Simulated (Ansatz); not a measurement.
La4Lu5Ga15Co3: frames of a relaxation, 5 Lu, 4 La on the 9 sites of Lu, cell and atoms relaxed

Computed with the plane-wave PAW code Ansatz (scalar-relativistic, PAW set soft_2): PBEsol, no spin polarisation, 420 eV cutoff, k-mesh 3×3×3.

Positions in Å and forces in eV/Å; free energies count from the last frame, each frame in a plane-wave basis chosen at its own cell.

```
27
Lattice="-6.826 0.000 4.251 3.413 -5.912 4.251 3.413 5.912 4.251" Properties=species:S:1:pos:R:3:forces:R:3 pbc="T T T" step=1 dE=0.466eV
Co    0.009    0.031    4.254   -0.045   -0.090    0.073
Co    0.007   -0.003    8.511   -0.179    0.042   -0.145
Co   -6.820    0.044    4.271    0.005    0.049   -0.039
Ga    1.595   -0.009    2.129   -0.243    0.138    0.242
Ga    1.603   -0.004    6.380   -0.384   -0.019   -0.543
Ga    1.597    0.021   10.627   -0.281    0.098    0.318
Ga   -0.803    1.424    6.366    0.115   -0.822   -0.227
Ga   -0.815    1.356   10.648    0.232   -0.081    0.081
Ga   -0.789    1.359    2.125    0.390   -0.053    0.129
Ga   -0.753   -1.369   10.622   -0.371    0.024   -0.108
Ga   -0.814   -1.361    2.157    0.320    0.153    0.187
Ga   -0.786   -1.393    6.398   -0.118    0.513   -0.157
Ga    3.409   -1.987    6.355    0.344   -0.101   -0.501
Ga   -0.010    3.936    6.405    0.206    0.030   -0.089
Ga   -3.435   -1.967    6.361    0.281    0.324    0.640
Ga   -3.400    1.894    6.354   -0.503   -0.078    0.056
Ga    3.418    1.967    6.387   -0.024   -0.130   -0.268
Ga    0.029   -3.947    6.359   -0.209    0.077    0.388
Lu   -2.786   -0.022    4.192    0.365    0.203    0.383
Lu   -2.762    0.003    8.487    0.161   -0.302    0.196
La    4.055   -0.041    8.530    0.310    0.074   -0.329
La    1.365   -2.397    8.512    0.181    0.042   -0.048
La   -2.062    3.493    8.533   -0.099    0.220   -0.273
Lu    1.401   -2.422    4.289    0.054    0.555   -0.230
Lu    1.387    2.387    4.217   -0.107   -0.533    0.110
La    1.400    2.389    8.485   -0.157   -0.140    0.280
Lu   -2.020   -3.521    8.507   -0.247   -0.191   -0.126
```

```
27
Lattice="-6.863 -0.042 4.249 3.390 -5.913 4.240 3.464 5.957 4.242" Properties=species:S:1:pos:R:3:forces:R:3 pbc="T T T" step=6 dE=0.000eV
Co   -0.020    0.009    4.255    0.003   -0.003   -0.001
Co   -0.037    0.017    8.464    0.006    0.010    0.002
Co   -6.911   -0.004    4.266    0.005    0.004    0.005
Ga    1.574    0.017    2.176    0.001   -0.004   -0.001
Ga    1.583   -0.018    6.254   -0.001   -0.002    0.001
Ga    1.550    0.032   10.664   -0.009   -0.002    0.000
Ga   -0.812    1.310    6.341   -0.001   -0.005    0.000
Ga   -0.786    1.367   10.633    0.000    0.000   -0.001
Ga   -0.742    1.367    2.141   -0.004    0.005    0.001
Ga   -0.840   -1.394   10.548    0.002    0.000   -0.004
Ga   -0.765   -1.352    2.187    0.002    0.003    0.003
Ga   -0.820   -1.354    6.365   -0.001    0.001    0.000
Ga    3.463   -2.004    6.275   -0.003   -0.001    0.005
Ga    0.084    3.980    6.386    0.002   -0.006    0.002
Ga   -3.435   -1.921    6.431   -0.001    0.000   -0.004
Ga   -3.512    1.891    6.365   -0.004    0.001    0.000
Ga    3.437    2.003    6.320   -0.002    0.000   -0.005
Ga   -0.017   -3.945    6.410   -0.003    0.001   -0.006
Lu   -2.718   -0.009    4.256    0.004   -0.003    0.002
Lu   -2.722   -0.031    8.513    0.012   -0.001    0.002
La    4.121    0.012    8.474   -0.001   -0.005   -0.001
La    1.383   -2.368    8.498    0.002    0.001    0.002
La   -2.040    3.539    8.478    0.002   -0.003   -0.001
Lu    1.375   -2.345    4.243   -0.008   -0.001    0.000
Lu    1.366    2.311    4.247   -0.001    0.009   -0.003
La    1.400    2.367    8.502   -0.006    0.000    0.004
Lu   -2.110   -3.631    8.461    0.003    0.001   -0.002
```

Caveats: a metal with Cr, Mn, Fe, Co or Ni was run without spin, and may be magnetic.
